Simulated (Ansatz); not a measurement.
Relax this structure to zero stress and force, keeping its symmetry:

```xyz
2
Lattice="1.3536 0.7815 4.2296 -1.3536 0.7815 4.2296 0.0000 -1.5630 4.2296" Properties=species:S:1:pos:R:3 pbc="T T T"
Ni    0.0000    0.0000    0.0000
Pt    0.0000    0.0000    6.3445
```

All numbers below come from DFT r2SCAN, scalar-relativistic, plane waves, PAW (Ansatz 0.2.0).

Plane waves to 500 eV, a k mesh through Γ of 18×18×18 on the computed 2-atom cell and Gaussian smearing (0.10 eV); collinear spin from starting moments -1.07 -0.25 μB.

Question: What does it relax to?

Answer: The volume decreases by 0.04 Å³/atom to 13.39 Å³/atom, and the energy falls by 0.1 meV/atom. The cell ends with a moment of -1.17 μB (only this magnetic start was tried). Final structure:
```cif
data_structure
_symmetry_space_group_name_H-M 'P 1'
_symmetry_Int_Tables_number 1
_cell_length_a 4.5112
_cell_length_b 4.5112
_cell_length_c 4.5112
_cell_angle_alpha 34.861
_cell_angle_beta 34.861
_cell_angle_gamma 34.861
_cell_volume 26.78
loop_
_atom_site_label
_atom_site_type_symbol
_atom_site_fract_x
_atom_site_fract_y
_atom_site_fract_z
_atom_site_occupancy
Ni1 Ni 0.00000 0.00000 0.00000 1
Pt1 Pt 0.50000 0.50000 0.50000 1
```

The state reached may not be the lowest one. Spin-orbit coupling is left out, which matters for the bands of heavy elements.

Cost: 1 run of about 13 core-minutes, on Arm Neoverse V1 (shared hosts).